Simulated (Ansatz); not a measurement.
Cs₃Sb in space group Fm-3m (No. 225; Cs on 8c, Cs on 4b, Sb on 4a), plane-wave PAW r²SCAN (Ansatz code), all energies at zero smearing, with the estimated change up to a 700 eV cutoff added, with one set of potentials and settings (totals compare only within such a set). Cell of 4 atoms (3 Cs, 1 Sb): -23558.999 eV.

```tsv
element	reference phase	E (eV/atom)
Cs	Im-3m, 1 atoms in the cell	-5685.9274
Sb	R-3m, 2 atoms in the cell	-6499.1272
```

Formation energy per atom, worked out: (-23558.999 − 3×(-5685.9274) − 1×(-6499.1272))/4 = -0.522 eV/atom (-50 kJ per mol of atoms), at 0 K, without zero-point energy or fitted corrections.

The workflow started from a Materials Project entry (that database holds measured and hypothetical structures alike); the Crystallography Open Database copy checked does not list it. Whether it is the stable phase at ambient conditions was not checked. The cell was relaxed with r²SCAN under the symmetry of its start; whether a distortion lowers the energy is not shown. The references are the lowest solids computed at this level, not always the standard phases. Spin–orbit coupling is left out wherever it is not named.

Potentials: the later of the program's two PAW sets.
